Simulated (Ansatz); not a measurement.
## Run record: phonons of SrO (Fm-3m)

Method: LDA, all-electron LAPW in Ansatz 0.2.0, scalar-relativistic.

The cell comes from a PAW relaxation under the same functional.

Launched as:

```sh
ansatz run input.yaml --threads 2 --pin off --max-ram 5120MiB --backend cpu --events-out ev --progress --plain --runs-dir out
```

Input:

```yaml
crystal:
  lattice:
    - [0.0, 2.5321945805, 2.5321945805]
    - [2.5321945805, 0.0, 2.5321945805]
    - [2.5321945805, 2.5321945805, 0.0]
  atoms:
    - { symbol: Sr, position: [0.5, 0.5, 0.5] }
    - { symbol: O, position: [0.0, 0.0, 0.0] }
kpoints:
  mp_grid: { grid: [8, 8, 8] }
scf:
  occupations: { method: fixed }
hamiltonian:
  xc: lda
  pseudopotentials: { kind: all_electron, lapw: { basis_error: 0.0005 } }
phonons:
  qmesh: [2, 2, 2]
  qpath:
    path:
      - [0.0, 0.0, 0.0]
      - [0.5, 0.0, 0.5]
      - [0.625, 0.25, 0.625]
      - [0.375, 0.375, 0.75]
      - [0.0, 0.0, 0.0]
      - [0.5, 0.5, 0.5]
      - [0.5, 0.25, 0.75]
      - [0.5, 0.0, 0.5]
    npoints: 6
  temperatures: { t_min: 0, t_max: 1000, t_step: 100 }
```

Output (shortened where marked):

```
Warning: RAYON_NUM_THREADS=2 ignored (pool sized by the plan → 2); use --threads N
LAPW: plane waves up to 8.205 Å⁻¹, error target 5.0e-4 eV per atom; small_component_spin mean_spin; O in spheres of 1.182 Å, 6 of its electrons in bands, Dirac shells []; Sr in spheres of 1.274 Å, 28 of its electrons in bands, ...
Engine: ansatz 0.2.0, x86_64-unknown-linux-gnu
Pseudopotentials: kind: all_electron
Pseudopotential: Sr, LAPW, valence charge 28, lapw/all_electron/scalar/gaussian/Sr, Koelling and Harmon's equation, gaussian nucleus
Pseudopotential: O, LAPW, valence charge 6, lapw/all_electron/scalar/gaussian/O, Koelling and Harmon's equation, gaussian nucleus
Functional definition: SPW92
  exchange = slater_x
  correlation = pw_c
davidson cushion auto → on  (no smearing: the cushion is to keep the highest requested band from converging to the state above it; pin scf.eigensolver.cushion to override)
Crystal: 4 atoms, lattice volume = 64.946 Å³
Basis set: ecut = 256.46750737623466 eV, 609 PW (Γ), FFT grids on a1, a2, −a1+a2+a3, exchange–correlation at level 2
Bands: 41, of which v1, the nominal top of the filled ones, is band 34 counted from 1 (33 counted from 0)
Symmetry: 32 space group operations
k-points: 39 of 256
Non-local potential: Sr, projectors of the file, none
Non-local potential: O, projectors of the file, none
Initial density: superposition of atomic densities (chi_scale 0.1, normalization cell, long waves kept (reshape's long-wave potential 0.00 eV rms))
Initial wavefunctions: plane waves of lowest kinetic energy (no species holds an atomic orbital)
Functional: x = slater, c = lda
iter 1 solved again at ethr=8.48e-3 eV; its pass at ethr=1.00e-1 eV (dr2=5.77e0 eV) is discarded
SCF iter   1: F=—  HF=-176921.891093 eV  |F-HF|=—  |Δ(HF+E_count)|=         —  Δρ=7.71e-2  dr2=5.77e0  ethr=8.48e-3  ⟨swp⟩=2.1  Hψ=10148  notcnv=0
preconditioner: auto → Resta (q_TF=auto, 2.749 Å⁻¹)  ε∞=3.0  [insulator: Δε(μ)=6.203 eV  Ē_g=17.030 eV  n_scr=20 (ndim 8)  ℏωp=24.4 eV  f_vac=0.000  ε∞_Penn≈3.0]
iter 2 solved again at ethr=2.04e-4 eV; its pass at ethr=8.48e-3 eV (dr2=1.39e-1 eV) is discarded
SCF iter   2: F=—  HF=-176918.997428 eV  |F-HF|=—  |Δ(HF+E_count)|=    2.89e0  Δρ=1.83e-2  dr2=1.39e-1  ethr=2.04e-4  ⟨swp⟩=2.4  Hψ=8345  notcnv=0  defer=1
SCF iter   3: F=—  HF=-176917.837712 eV  |F-HF|=—  |Δ(HF+E_count)|=    1.16e0  Δρ=2.50e-2  dr2=6.50e-1  ethr=2.04e-4  ⟨swp⟩=3.0  Hψ=5524  notcnv=0
SCF iter   4: F=—  HF=-176917.784652 eV  |F-HF|=—  |Δ(HF+E_count)|=         —  Δρ=1.23e-2  dr2=1.30e-1  ethr=2.04e-4  ⟨swp⟩=3.0  Hψ=5443  notcnv=0
the basis was enlarged: its passes take 160.5 KiB over the memory plan, 2 of 2 planned eigensolver slots
SCF iter   5: F=—  HF=-176917.686991 eV  |F-HF|=—  |Δ(HF+E_count)|=   9.77e-2  Δρ=3.23e-3  dr2=7.66e-3  ethr=1.91e-4  ⟨swp⟩=2.0  Hψ=4565  notcnv=0
SCF iter   6: F=—  HF=-176917.673734 eV  |F-HF|=—  |Δ(HF+E_count)|=   1.33e-2  Δρ=7.09e-4  dr2=5.47e-4  ethr=1.13e-5  ⟨swp⟩=3.0  Hψ=5228  notcnv=0
SCF iter   7: F=—  HF=-176917.673487 eV  |F-HF|=—  |Δ(HF+E_count)|=   2.47e-4  Δρ=4.35e-4  dr2=2.09e-4  ethr=8.04e-7  ⟨swp⟩=2.0  Hψ=4875  notcnv=0
[... 56 lines left out ...]
SCF iter   7: F=-176917.673184 eV  HF=-176917.673184 eV  |F-HF|=1.75e-10  |Δ(HF+E_count)|=   1.92e-9  Δρ=5.58e-7  dr2=1.99e-10  ethr=9.19e-12 (applied; sched 4.26e-12)  ⟨swp⟩=3.0  Hψ=10096  notcnv=0
SCF 5 converged in 7 iterations: F = -176917.673184 eV  dr2 = 1.99e-10
iter 1 solved again at ethr=2.75e-8 eV; its pass at ethr=1.00e-1 eV (dr2=1.87e-5 eV) is discarded
SCF iter   1: F=—  HF=-176917.673157 eV  |F-HF|=—  |Δ(HF+E_count)|=         —  Δρ=1.51e-4  dr2=1.32e-5  ethr=2.75e-8  ⟨swp⟩=6.2  Hψ=27369  notcnv=0
preconditioner: auto → Resta (q_TF=auto, 2.749 Å⁻¹)  ε∞=3.4  [insulator: Δε(μ)=3.122 eV  Ē_g=15.837 eV  n_scr=28 (ndim 8)  ℏωp=24.4 eV  f_vac=0.079  ε∞_Penn≈3.4]
SCF iter   2: F=—  HF=-176917.673150 eV  |F-HF|=—  |Δ(HF+E_count)|=   7.26e-6  Δρ=8.47e-5  dr2=1.17e-5  ethr=1.95e-8  ⟨swp⟩=3.0  Hψ=10609  notcnv=0
SCF iter   3: F=—  HF=-176917.673144 eV  |F-HF|=—  |Δ(HF+E_count)|=   5.57e-6  Δρ=5.93e-5  dr2=2.65e-6  ethr=1.71e-8  ⟨swp⟩=3.0  Hψ=9988  notcnv=0
SCF iter   4: F=—  HF=-176917.673143 eV  |F-HF|=—  |Δ(HF+E_count)|=   9.20e-7  Δρ=2.24e-5  dr2=4.76e-7  ethr=3.90e-9  ⟨swp⟩=3.0  Hψ=9929  notcnv=0
iter 5 solved again at ethr=2.23e-11 eV; its pass at ethr=6.99e-10 eV (dr2=1.52e-8 eV) is discarded
SCF iter   5: F=—  HF=-176917.673143 eV  |F-HF|=—  |Δ(HF+E_count)|=   5.29e-8  Δρ=4.24e-6  dr2=1.51e-8  ethr=2.23e-11  ⟨swp⟩=2.0  Hψ=17358  notcnv=0
SCF iter   6: F=—  HF=-176917.673143 eV  |F-HF|=—  |Δ(HF+E_count)|=  3.20e-10  Δρ=1.97e-6  dr2=3.26e-9  ethr=2.22e-11  ⟨swp⟩=3.0  Hψ=10513  notcnv=0
SCF iter   7: F=-176917.673143 eV  HF=-176917.673143 eV  |F-HF|=0.00e0  |Δ(HF+E_count)|=   3.64e-9  Δρ=7.67e-7  dr2=4.17e-10  ethr=8.91e-12 (applied; sched 4.79e-12)  ⟨swp⟩=2.6  Hψ=9838  notcnv=0
SCF 6 converged in 7 iterations: F = -176917.673143 eV  dr2 = 4.17e-10
SCF converged after 10 iterations
Free energy (F): -176917.673416 eV
Harris-Foulkes:  -176917.673416 eV  (|F-HF|=5.53e-10)
Internal energy: -176917.673416 eV  (E = F + TS)
E sigma→0 (E₀):  -176917.673416 eV
Fermi energy:    9.572576 eV
--- Per-component energies (eV) ---
  E_band       = -6334.243162
  E_kinetic    = 181974.528417
  E_xc         = -5969.756626
  E_electrostatic = -352922.445206  (all electrons and nuclei)
  E_smearing   = -0.000000  (= −TS)
  E_closure    = 0.000000  (closes the sum)
  Σ components = -176917.673416   (vs F -176917.673416, Δ=0.00e0)
  Basis errors (estimates in eV, not in F): energy 1.8e-4 per atom: plane waves 1.7e-4 (9.6e-5 summed), levels above the bands 0.0e0, relativity 5.7e-9, radial functions 1.7e-5, core shells 1.2e-7; eigenvalues (radial functions ...
--- Forces (eV/Å), atoms counted from 1 ---
  atom   1  Sr     0.00000000     0.00000000     0.00000000
  atom   2  O      0.00000000    -0.00000000     0.00000000
  atom   3  Sr     0.00000000     0.00000000    -0.00000000
  atom   4  O      0.00000000    -0.00000000     0.00000000
  max |Σ_I F_I| component: 7.15e-31 eV/Å
--- Phonons: 4 displaced members + 2 references (amplitude of the first 0.01 Å, Σ member SCF iterations 27) ---
  ASR residual: 3.801e-4 → 0.000e0 eV/Å²; symmetrization residual: 7.521e-4 eV/Å²
  largest component of a force at the reference: 3.5e-31 eV/Å
  ASR residual per site (eV/Å²): 2.25e-4 3.80e-4
  Γ frequencies (cm⁻¹): 0.00 0.00 0.00 216.25 216.25 216.25
--- Phonons (by wavevector): 3 wavevectors in 2 supercells ---
  supercell 1 (2 cells, vectors [1, 0, 0], [0, 1, -1], [0, 0, 2] in multiples of the cell's): 2 displaced members by 0.01 Å; free energy -176917.673416 eV; taken off its force constants: by the sum rule 1.7e-4, by the ...
  symmetry images taken by strict's conditions (phonons.symmetry_images: auto; settled by no image being taken that strict refuses)
  supercell 2 (2 cells, vectors [1, 0, 0], [0, 1, 0], [0, 0, 2] in multiples of the cell's): 2 displaced members by 0.01 Å; free energy -176917.673416 eV; taken off its force constants: by the sum rule 3.8e-4, by the ...
  symmetry images taken by strict's conditions (phonons.symmetry_images: auto; settled by no image being taken that strict refuses)
  q = [0.0000, 0.0000, 0.0000] (star 1, supercell 1; hermiticity 1.12e-50, symmetrization 7.39e-5): -0.00 -0.00 0.00 216.25 216.25 216.25
  q = [0.0000, 0.0000, -0.5000] (star 4, supercell 2; hermiticity 1.40e-16, symmetrization 1.30e-15): 111.00 111.00 234.90 286.25 286.25 437.09
  q = [0.0000, -0.5000, -0.5000] (star 3, supercell 1; hermiticity 1.70e-16, symmetrization 4.65e-16): 126.11 126.11 197.96 243.23 243.23 311.28
  joined force constants: q→R imaginary residual 1.20e-17
  density of states and harmonic sums: on the 22×22×22 q-mesh, interpolated from the force constants of a 2×2×2 supercell (no non-analytic term)
  largest difference from the sums on the solved wave vectors: F 5.49e-2 eV, S 8.72e-5 and C_V 3.23e-5 eV/K
```

The calculation finished and met its thresholds.

**Phonons on the q mesh**

Harmonic phonons of a crystal by Kohn-Sham DFT at the given cell, standard atomic masses, acoustic sum rule imposed; negative wavenumbers are unstable modes; one row a degenerate set, branches counted upwards.

| Item | Value |
| --- | --- |
| Unstable phonons | no |

| point | q a (r.l.u.) | q b (r.l.u.) | q c (r.l.u.) | branch | phonon wavenumber (cm⁻¹) | degeneracy |
| --- | --- | --- | --- | --- | --- | --- |
| Gamma | 0 | 0 | 0 | 4 | 216.2 | 3 |
| L | 0.5 | 0 | 0 | 1 | 111 | 2 |
| L | 0.5 | 0 | 0 | 3 | 234.9 | 1 |
| L | 0.5 | 0 | 0 | 4 | 286.2 | 2 |
| L | 0.5 | 0 | 0 | 6 | 437.1 | 1 |
| X | 0.5 | 0.5 | 0 | 1 | 126.1 | 2 |
| X | 0.5 | 0.5 | 0 | 3 | 198 | 1 |
| X | 0.5 | 0.5 | 0 | 4 | 243.2 | 2 |
| X | 0.5 | 0.5 | 0 | 6 | 311.3 | 1 |

**Zone-centre phonons**

Optical zone-centre levels upwards with Mulliken labels, activity, and the element with most of the kinetic energy.

* Point group: m-3m

```tsv
number	phonon wavenumber (cm⁻¹)	label	infrared	raman	lead element
1	216.2	T1u	yes	no	O
```

Harmonic thermodynamics:

Sums over wave vectors interpolated from the q mesh.

```json
{
 "Zero point energy": "41.25 meV/atom"
}
```

| temperature (K) | phonon heat capacity (k_B/atom) | phonon entropy (k_B/atom) | phonon free energy (meV/atom) |
| --- | --- | --- | --- |
| 100 | 1.457 | 0.8481 | 38.87 |
| 200 | 2.398 | 2.21 | 25.49 |
| 300 | 2.702 | 3.25 | 1.75 |
| 400 | 2.825 | 4.046 | -29.82 |
| 500 | 2.886 | 4.684 | -67.53 |
| 600 | 2.92 | 5.213 | -110.2 |
| 700 | 2.941 | 5.665 | -157.2 |
| 800 | 2.954 | 6.059 | -207.7 |
| 900 | 2.964 | 6.407 | -261.4 |
| 1000 | 2.971 | 6.72 | -318 |

Known limits: no LO-TO term at the zone centre; no LO-TO term in the interpolation; coarse q mesh.

It took 110 s on 2 threads of Intel(R) Xeon(R) Platinum 8488C (Sapphire Rapids), on a shared host, peak memory 0.65 GiB.
